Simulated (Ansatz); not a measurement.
BP (zinc blende, F-43m), DFT-r²SCAN in the program Ansatz with PAW potentials: ε∞ = 8.74, cell volume 23.34 Å³. Infrared-active transverse modes:

| ω_TO (cm⁻¹) | oscillator strength S_xx (e²/amu) |
|---|---|
| 818.5 | 0.02651 |

Problem. Compute the static dielectric constant.

Solution. Each mode adds (4.921e7/V) S/ω²: 0.08. So ε0 = 8.83.

Problem. What LO frequency does the Lyddane–Sachs–Teller relation give?

Solution. ω_LO = ω_TO √(ε0/ε∞) = 822 cm⁻¹.

Symmetry was held in the r²SCAN relaxation; phonons on a q-mesh show no instability.

Potentials: the earlier of the program's two PAW sets.
